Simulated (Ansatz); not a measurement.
MoSi2 (MoSi2 type, space group I4/mmm)

```
CELL_PARAMETERS angstrom
     -1.60108     1.60108     3.90975
      1.60108    -1.60108     3.90975
      1.60108     1.60108    -3.90975
ATOMIC_POSITIONS crystal
  Mo 0.00000 0.00000 0.00000
  Si 0.33530 0.33530 0.00000
  Si 0.66470 0.66470 0.00000
```

The relaxed cell is deformed in two ways at once: its volume V is scaled, and at that volume it is stretched along z (the c axis of the conventional cell) so that c/a changes. Fractional atomic positions are held.

These are r2SCAN (plane waves to 500 eV, PAW, scalar-relativistic; Ansatz, a quantum-chemistry and plane-wave program) values and carry that method's errors. k mesh 14×14×14 (Γ-centred), Fermi-Dirac smearing 0.05 eV. Stress and pressure are positive under compression. As the atoms are clamped, bonds stretch with the cell, which overstates energies and stresses. With partly filled bands, the response to shear is sensitive to the k mesh, so small differences along c/a are uncertain. MoSi2 is run without spin polarisation. MoSi2 was relaxed with its symmetry unable to fall. The PAW data are Ansatz's earlier set. The last digit holds for this mesh only.

Changes of σzz − σxx (GPa) from the point V/V₀ = 1.000, (c/a)/(c/a)₀ = 1.000 when one coordinate moves alone (two changes are said to add if the coupling is within 5 % of the smaller one, nearly so within 20 %):

| point | change |
|---|---|
| V/V₀ = 1.000, (c/a)/(c/a)₀ = 0.880 | 60.61 |
| V/V₀ = 1.000, (c/a)/(c/a)₀ = 0.920 | 38.38 |
| V/V₀ = 1.000, (c/a)/(c/a)₀ = 0.960 | 17.83 |
| V/V₀ = 0.920, (c/a)/(c/a)₀ = 1.000 | 3.55 |
| V/V₀ = 0.947, (c/a)/(c/a)₀ = 1.000 | 2.18 |
| V/V₀ = 0.973, (c/a)/(c/a)₀ = 1.000 | 1.00 |
| V/V₀ = 1.027, (c/a)/(c/a)₀ = 1.000 | -0.85 |
| V/V₀ = 1.053, (c/a)/(c/a)₀ = 1.000 | -1.57 |
| V/V₀ = 1.080, (c/a)/(c/a)₀ = 1.000 | -2.18 |
| V/V₀ = 1.000, (c/a)/(c/a)₀ = 1.040 | -15.24 |
| V/V₀ = 1.000, (c/a)/(c/a)₀ = 1.080 | -27.86 |
| V/V₀ = 1.000, (c/a)/(c/a)₀ = 1.120 | -37.96 |

Question: What is the change at V/V₀ = 0.947, (c/a)/(c/a)₀ = 0.960, where both move, and how far is it from the sum?

Answer: The sum of the single changes is 2.18 + (17.83) = 20.01; the calculation gives 22.88, so the coupling contributes 2.87 (over 20 % of the smaller single change, not additive).

Question: What is the change at V/V₀ = 0.973, (c/a)/(c/a)₀ = 0.960, where both move, and how far is it from the sum?

Answer: The sum of the single changes is 1.00 + (17.83) = 18.83; the calculation gives 20.21, so the coupling contributes 1.38 (over 20 % of the smaller single change, not additive).

Question: What is the change at V/V₀ = 0.920, (c/a)/(c/a)₀ = 1.080, where both move, and how far is it from the sum?

Answer: The sum of the single changes is 3.55 + (-27.86) = -24.31; the calculation gives -30.95, so the coupling contributes -6.64 (over 20 % of the smaller single change, not additive).

(Under strain, the slope of the energy per volume gives the stress and its curvature an elastic modulus.)
